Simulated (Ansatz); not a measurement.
Data sheet: TaSi$_{2}$ (DFT)

TaSi$_{2}$:
```cif
data_Si6Ta3
_chemical_formula_sum 'Ta3 Si6'
_space_group_name_H-M_alt 'P 1'
_space_group_IT_number 1
_cell_length_a 4.77993
_cell_length_b 4.77993
_cell_length_c 6.55385
_cell_angle_alpha 90.000
_cell_angle_beta 90.000
_cell_angle_gamma 120.000
loop_
_space_group_symop_operation_xyz
  'x, y, z'
loop_
_atom_site_label
_atom_site_type_symbol
_atom_site_fract_x
_atom_site_fract_y
_atom_site_fract_z
_atom_site_occupancy
Ta1 Ta 0.50000 0.00000 0.00000 1
Ta2 Ta 0.50000 0.50000 0.33333 1
Ta3 Ta 0.00000 0.50000 0.66667 1
Si1 Si 0.15819 0.31638 0.00000 1
Si2 Si 0.84181 0.15819 0.33333 1
Si3 Si 0.68362 0.84181 0.66667 1
Si4 Si 0.84181 0.68362 0.00000 1
Si5 Si 0.15819 0.84181 0.33333 1
Si6 Si 0.31638 0.15819 0.66667 1
```

Space group P6_222 (No. 180); conventional cell a = 4.780 Å, b = 4.780 Å, c = 6.554 Å, α = 90.00°, β = 90.00°, γ = 120.00°.

Method: DFT-r²SCAN in the program Ansatz with PAW potentials. The cell and atoms are relaxed at this level. Other levels are named where they apply.

Cell and energy:

* **Volume per atom**: 14.41 Å³
* **Density**: 9.11 g/cm³
* **Formation energy from the elements (no fitted shifts)**: -0.46 eV/atom

Electronic structure:

- Electronic character = metallic (no gap)
- Density of states at the Fermi level = 0.32 states/eV per atom (mean over ±0.08 eV)
- Gap with spin–orbit coupling = none (metallic)

Mechanics:

- Bulk modulus (Birch–Murnaghan fit) = 1940 kbar
- Pressure derivative B′ = 4.4

Charges:

- Bader charges: Ta +0.95, Si -0.48 e

Symmetry was held in the r²SCAN relaxation. No spin polarisation was allowed. The references are the lowest solids computed at this level, not always the standard phases. Spin–orbit coupling is left out wherever it is not named.

Potentials: the later of the program's two PAW sets.
